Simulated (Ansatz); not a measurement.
# CrTe2 (P-3m1): electronic heat capacity from the density of states

Level of theory: DFT PBEsol, scalar-relativistic, plane waves, PAW in Ansatz.

Cutoff 420 eV; k points 12×12×8 on the computed 3-atom cell (Γ-centred); Gaussian smearing, width 0.10 eV; collinear spin from starting moments 2.82 -0.14 -0.14 μB.

Relaxed cell: P-3m1, a = 3.748 Å, b = 3.748 Å, c = 5.986 Å, α = 90.00°, β = 90.00°, γ = 120.00°, 3 atoms in the primitive cell. Whether it is the stable form of this composition wasn't checked.

The density of states at the Fermi level is 1.487 states/eV in the cell of 3 atoms (1 formula unit; both spins, tetrahedra on a 18×18×12 mesh). The run ends with a moment of 2.38 μB a cell (largest on a site 2.56 μB), and the figure is for this state; a paramagnetic sample can have a quite different one. Another magnetic order, if the compound takes it, can change N(E_F) and the shape of the cell a good deal, and may open a gap, where γ is close to zero.

Question: What Sommerfeld coefficient does this give?

Answer: Per formula unit N(E_F) = 1.487 states/eV. γ = (π²/3) k_B² N(E_F) N_A = 2.357 mJ/(mol K²) per state/eV, so γ = 3.5 mJ/(mol K²), a mole of formula units. This is the bare band result: a measured γ of the same phase and magnetic order is as a rule larger by a factor 1 + λ from phonons and spin fluctuations. N(E_F) at one energy is sensitive to the mesh where the density of states has sharp peaks.

Spin-orbit coupling is left out, which matters for the bands of heavy elements. The cell holds one magnetic atom, so it can only be ferromagnetic; an antiferromagnetic order may lie lower.

Only this magnetic start was tried.

Cost: 1 run of about 2 core-minutes, on Arm Neoverse V1 (shared hosts).